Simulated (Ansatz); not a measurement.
# Elastic constants of Ga$_{2}$Cu at 25 GPa (stress–strain coefficients): input and output

Theory: Ansatz 0.2.0, DFT LDA, scalar-relativistic, plane waves, PAW.

Launched with:
```bash
ansatz run input.yaml --threads 1 --pin off --max-ram 3072MiB --backend cpu --events-out ev --progress --plain --runs-dir out
```

Input (bare energies are in eV):
```yaml
crystal:
  lattice:
    - [2.5968464446, 0.0, 0.0]
    - [0.0, 2.5968464446, 0.0]
    - [0.0, 0.0, 5.4838323001]
  atoms:
    - { symbol: Ga, position: [0.5, 0.5, 0.2893210219] }
    - { symbol: Ga, position: [0.5, 0.5, 0.7106789781] }
    - { symbol: Cu, position: [0.0, 0.0, 0.0] }
basis:
  ecutwfc: 420
kpoints:
  mp_grid: { grid: [16, 16, 8] }
hamiltonian:
  xc: lda
scf:
  occupations: { method: fermi_dirac, width: 0.15 }
output:
  forces: true
  stress: true
  eigenvalues: true
elastic:
  mode: relaxed_ion
  amplitude: 0.005
  stencil: two_point
```

From the output:
```
--- Elastic constants: 4 strain directions × 2 members + reference (group order 16) ---
  dense FFT box of the reference and of every strained cell: 18×18×40
  strains applied: 11, 33, 23, 12; error gains: componentwise 1.00 (the most a stress slope's error grows in a printed constant), spectral 1.41 (1 for all six strains in a standard setting)
  reference relaxed by the batch: 3 steps; max|allowed force component| 2.17e-4 eV/Å at the deck's positions, 9.37e-8 at the last accepted step, 2.07e-8 by the solve of record
  largest displacement 8.0e-6 Å; the constants are those of the deck's cell at these positions:
  atoms:
    - { symbol: Ga, position: [0.5, 0.5, 0.28932247452753257] }
    - { symbol: Ga, position: [0.5, 0.5, 0.7106775254724673] }
    - { symbol: Cu, position: [3.772185383731092e-40, 3.7721854029434756e-40, 5.148667944245574e-23] }
  C = ∂σ_k/∂η_j (tension-positive GPa; Voigt order 11 22 33 23 13 12):
       317.685    134.762    165.111      0.000      0.000     -0.000
       134.762    317.685    165.111      0.000      0.000     -0.000
       165.158    165.158    413.378      0.000      0.000     -0.000
         0.000      0.000      0.000     -0.212     -0.000      0.000
         0.000      0.000      0.000     -0.000     -0.212      0.000
        -0.000     -0.000      0.000      0.000      0.000     72.863
  reference stress σ⁰ (GPa):    -25.006    -25.006    -25.007     -0.000     -0.000     -0.000
  C* (energy form; C + prestress term) asymmetry max|C*_kj − C*_jk| = 4.475e-2 GPa — a small one proves nothing (zero by symmetry where the batch's group is 432, −43m or m−3m); a large one is finite-difference/SCF noise where every solve ...
  moduli (Voigt/Reuss/Hill, GPa): K = 219.87/214.16/217.01   G = 53.40/-0.53/26.44   E = 76.21   ν = 0.441
  mechanically stable: NO (min eigenvalue of sym C = -0.21 GPa)
  the stresses are not corrected for the forces that the relaxations left standing (`elastic.f_tol`)
  strain η (Voigt 11):  stress-route row diagonal C_11 = 317.69 GPa, energy-path curvature d²(F+E_count+ΔE)/dδ²/Ω₀ = 317.76 GPa
         δ    σ_11 (GPa) F (eV) n_scf n_hpsi n_pw
    -5.000e-3     -26.6308      -13969.5489523       2  101779    736   relax 3 steps, max|allowed force component| 1.40e-6 eV/Å
     5.000e-3     -23.4540      -13969.6066965       2  100802    744   relax 3 steps, max|allowed force component| 2.92e-6 eV/Å
  strain η (Voigt 33):  stress-route row diagonal C_33 = 413.38 GPa, energy-path curvature d²(F+E_count+ΔE)/dδ²/Ω₀ = 413.38 GPa
         δ    σ_33 (GPa) F (eV) n_scf n_hpsi n_pw
    -5.000e-3     -27.1128      -13969.5486792       2   56339    738   relax 3 steps, max|allowed force component| 6.03e-6 eV/Å
     5.000e-3     -22.9790      -13969.6064203       2   56082    744   relax 3 steps, max|allowed force component| 9.42e-6 eV/Å
  strain η (Voigt 23):  stress-route row diagonal C_44 = -0.21 GPa, energy-path curvature d²(F+E_count+ΔE)/dδ²/Ω₀ = 12.38 GPa
         δ    σ_23 (GPa) F (eV) n_scf n_hpsi n_pw
    -5.000e-3       0.0010      -13969.5787061       2  147559    738   relax 4 steps, max|allowed force component| 4.08e-5 eV/Å
     5.000e-3      -0.0011      -13969.5787061       2  148073    738   relax 4 steps, max|allowed force component| 1.08e-7 eV/Å
  strain η (Voigt 12):  stress-route row diagonal C_66 = 72.86 GPa, energy-path curvature d²(F+E_count+ΔE)/dδ²/Ω₀ = 85.45 GPa
         δ    σ_12 (GPa) F (eV) n_scf n_hpsi n_pw
    -5.000e-3      -0.3643      -13969.5784944       2   91288    738   relax 2 steps, max|allowed force component| 6.71e-7 eV/Å
     5.000e-3       0.3643      -13969.5784944       2   90790    738   relax 3 steps, max|allowed force component| 1.84e-9 eV/Å
```

The run took 15 min on 1 thread of Arm Neoverse V1 (shared host), peak memory 0.76 GiB.

In a metal, frequencies and elastic constants depend on the k mesh and the smearing, soft modes and shear constants most. Other phases may be more stable at this pressure.

As the tensor has a negative eigenvalue, the Reuss and Hill moduli of a polycrystal, and E and ν formed from them, have no physical meaning here.

The least eigenvalue is -0.2 GPa; in a metal on this mesh the verdict on stability isn't firm within about 20 GPa or a tenth of the bulk modulus.